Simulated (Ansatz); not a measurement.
Starting cell, W3N4 (space group Pm-3m):

```
CELL_PARAMETERS angstrom
      8.43089     0.00000     0.00000
      4.21545     4.21545     0.00000
      0.00000     0.00000     4.21545
ATOMIC_POSITIONS crystal
  N  0.00000 0.50000 0.50000
  N  0.50000 0.50000 0.50000
  N  0.25000 0.00000 0.00000
  N  0.75000 0.00000 0.00000
  N  0.75000 0.50000 0.00000
  N  0.25000 0.50000 0.00000
  N  0.00000 0.00000 0.50000
  N  0.50000 0.00000 0.50000
  W  0.00000 0.50000 0.00000
  W  0.50000 0.50000 0.00000
  W  0.75000 0.50000 0.50000
  W  0.25000 0.50000 0.50000
  W  0.25000 0.00000 0.50000
  W  0.75000 0.00000 0.50000
```

The atoms are displaced by Q × the pattern below, of wave vector M = (0.5, 0.5, 0.0), at fixed cell (Q in Å). By its forces on this mesh it is no single normal mode but a mixture. (q is in reciprocal vectors of the primitive cell; the cell shown is doubled to hold the pattern.)

| atom | x | y | z |
|---|---|---|---|
| N1 | 0.000 | 0.000 | -1.000 |
| N2 | 0.000 | 0.000 | 1.000 |
| W9 | 0.000 | 0.000 | -0.057 |
| W10 | 0.000 | 0.000 | 0.057 |

Atoms not listed stay in place.

All values below come from PBE (plane waves to 420 eV, PAW, scalar-relativistic; Ansatz, a program for electronic structure). k mesh 11×11×11 (Γ-centred), Fermi-Dirac smearing 0.05 eV. The energy includes the smearing's −TS. With partly filled bands, energies and forces of such displacements shift with the k mesh and the smearing. Spin-orbit coupling is left out, though W is heavy. W3N4 is run without spin polarisation. W3N4 was relaxed with its symmetry unable to fall. The zero of ΔE is the undisplaced structure. The last digit holds for this mesh only.

```
Q (Å)    ΔE (meV/cell)
-------  -------------
-0.1100          16.66
-0.0917           6.07
-0.0733          -0.06
-0.0550       withheld
-0.0367          -2.18
-0.0183          -0.80
0.0000            0.00
0.0183           -0.80
0.0367           -2.18
0.0550        withheld
0.0733           -0.06
0.0917            6.07
0.1100           16.66
```

Question: Fit an even polynomial form (powers 2, 4, 6) to the given rows and predict ΔE at Q = 0.0550.

Answer: Least squares on the 11 given rows: ΔE = (-2052)·Q² + (443300)·Q⁴ + (-1.323e7)·Q⁶, in meV/cell with Q in Å; root-mean-square residual 0.156 meV/cell. At 0.0550 the fit gives -2.52 meV/cell; the calculation gives -2.44 meV/cell, so the interpolation is off by -0.08 (-3.3 %). The quadratic term alone would give -6.21 meV/cell: it is negative, as the undisplaced cell is unstable along this move.

(A displaced cell: forces are minus the slopes of the energy, force constants its curvatures, and phonons follow from these.)
